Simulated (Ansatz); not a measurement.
**Nuclear-site quantities of Mg as the cell is scaled**

```yaml
crystal:
  lattice:
    - [3.20927, 0.00000, 0.00000]
    - [-1.60464, 2.77931, 0.00000]
    - [0.00000, 0.00000, 5.21033]
  atoms:
    - { symbol: Mg, position: [0.33333, 0.66667, 0.25000] }
    - { symbol: Mg, position: [0.66667, 0.33333, 0.75000] }
```

Atom numbers follow the list: Mg1, Mg2.

The cell is COD entry 9008506, as deposited and not checked against the literature; nothing was relaxed.

Method: Ansatz 0.2.0, DFT, LDA, all-electron PAW with datasets made for the crystal, scalar-relativistic.

Settings: a Γ-centred 12×12×7 k mesh, Fermi–Dirac smearing of 0.05 eV, cutoff 100 eV (chosen by the program for this cell), no spin polarisation.

The contact density is the mean electron density over the nuclear volume; its changes follow the s electrons' response to bonding and compression. Changes below are taken from the unscaled cell, where it is 7722.45 e/Å³ at Mg1.

Volumes at which the program chose other datasets or cutoffs are left out.

| V/V(cell) | P (GPa) | Δρ(0) Mg1 (e/Å³) |
| --- | --- | --- |
| 0.9600 | -1.2 | -0.02 |
| 0.9800 | -1.9 | -0.01 |
| 0.9900 | -2.2 | -0.01 |
| 1.0000 | -2.5 | 0.00 |
| 1.0100 | -2.8 | 0.01 |
| 1.0200 | -3.0 | 0.02 |
| 1.0400 | -3.5 | 0.04 |
| 1.0600 | -4.0 | 0.06 |

The datasets are made afresh for each cell, so very small changes are uncertain.
